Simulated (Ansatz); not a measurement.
K2S (anti-fluorite, space group No. 225), PBE (plane waves, PAW; program Ansatz). The conduction-band minimum lies at Γ, with 1 equivalent valley. Second derivatives d²E/dk² of the lowest band at one valley (eV·Å²), along Cartesian directions:

| direction | d²E/dk² |
|---|---|
| [100] | 21.10 |
| [010] | 21.10 |
| [001] | 21.10 |
| [110] | 21.10 |
| [101] | 21.10 |
| [011] | 21.10 |

Q: Find the principal effective masses, the density-of-states mass and the conductivity mass.

A: Off-diagonal terms follow from H_xy = H[110] − (H_xx + H_yy)/2, and m*/mₑ = 7.620 eV·Å² over each eigenvalue: 0.36, 0.36, 0.36. One valley's DOS mass (m₁m₂m₃)^(1/3) = 0.36, conductivity mass 3/(Σ 1/mᵢ) = 0.36 mₑ.

Q: What effective density of states Nc follows at 300 K for parabolic valleys?

A: Nc = 2.509e19 × 1 × (0.36)^(3/2) ≈ 5.4e18 cm⁻³.

Q: With the computed static dielectric constant 6.39 (mean of the diagonal), estimate a hydrogenic donor's binding energy and radius.

A: E = 13.606 eV × 0.36/6.39² ≈ 120 meV; a = 0.529 Å × ε/m* ≈ 9.4 Å. Semilocal masses tend to be too small where the gap is.

Space group Fm-3m (anti-fluorite). The PBE relaxation kept the symmetry of its start; phonons on a q-mesh show no instability.

Potentials: the later of the program's two PAW sets.
